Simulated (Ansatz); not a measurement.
Question: Bulk modulus by a P(V) fit from LDA minus that from HSE06 (% of the latter), each on its own relaxed cell (Ansatz, a quantum-chemistry and plane-wave program, plane waves, PAW; no spin–orbit coupling, no Hubbard U), over 19 phases of the class «sulfides, selenides and tellurides»: what sign and size do you expect?

Answer: Mean 10 %, median 12 %, mean absolute 10 %; eight in ten lie between 4 and 17 %, and 95 % are above zero.

Some cases that may be named, with their rank among the 19 from the lowest: SnS, zinc blende 0 % (rank 1); MgS, wurtzite 3 % (rank 2); CaS, rock salt 12 % (rank 11); CaSe, rock salt 13 % (rank 12); BaTe, rock salt 17 % (rank 18); K2S, anti-fluorite 20 % (rank 19).

The phases are those computed here (of each formula those with measured values and the lowest at some level), not a balanced benchmark, and neither functional is the truth. Pairs that end in unlike spin orders or unlike minima (c/a over 6 % apart, 30 % for weakly bound crystals), magnets with 4f shells, solids of gases and phases set aside for tests are left out.

Built on a structure type that need not be the filed one of that space group: SnS, zinc blende; MgS, wurtzite. Not the usual ambient phase: SnS, zinc blende. Standing as an ambient phase not checked: MgS, wurtzite. Unstable at this level: SnS, zinc blende with LDA. All cells were relaxed under the symmetry of their starts (and spin orders); stability against distortions was not tested throughout. Spin–orbit coupling is left out wherever it is not named.

Potentials: the later of the program's two PAW sets.

Ansatz is a plane-wave DFT program.
